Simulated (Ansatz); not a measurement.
This run works on a generated trial structure, not on a known crystal.

Input and command of a plane-wave DFT calculation in Ansatz:

```yaml
crystal:
  lattice:
    - [-2.5817766124, 2.5817766124, 6.0019299841]
    - [2.5817766124, -2.5817766124, 6.0019299841]
    - [2.5817766124, 2.5817766124, -6.0019299841]
  atoms:
    - { symbol: Zn, position: [0.1088491448, 0.1088491448, 0.0] }
    - { symbol: Zn, position: [0.8911508552, 0.8911508552, 0.0] }
    - { symbol: Zn, position: [0.6411508552, 0.1411508552, 0.5] }
    - { symbol: Zn, position: [0.8588491448, 0.3588491448, 0.5] }
    - { symbol: Cd, position: [0.5, 0.5, 0.0] }
    - { symbol: Cd, position: [0.25, 0.75, 0.5] }
    - { symbol: "N", position: [0.375, 0.8665399439, 0.9915399439] }
    - { symbol: "N", position: [0.875, 0.3834600561, 0.0084600561] }
    - { symbol: "N", position: [0.1334600561, 0.125, 0.5084600561] }
    - { symbol: "N", position: [0.6165399439, 0.625, 0.4915399439] }
basis:
  ecutwfc: 420
kpoints:
  mp_grid: { grid: [10, 10, 10] }
hamiltonian:
  xc: pbe
scf:
  occupations: { method: gaussian, width: 0.01 }
output:
  forces: true
  stress: true
  eigenvalues: true
relax:
  adjacent_minimum: "off"
  f_tol: 0.01
  max_steps: 80
  cell: { stress_tol: 0.05 }
```

```bash
ansatz run input.yaml --threads 1 --pin off --max-ram 2560MiB --backend cpu --events-out ev --progress --plain --runs-dir out
```

Processor: Intel(R) Xeon(R) Platinum 8375C CPU @ 2.90GHz (Ice Lake), 1 thread, on a host shared with other jobs.

Q: How long does it run, and how much memory does it take?

A: About 5.2 min, peak memory 1 GiB. It solves 65 bands at 102 k points (after reduction by symmetry) with about 3109 plane waves (on the last cell), in 25 SCF iterations over 4 ionic steps.
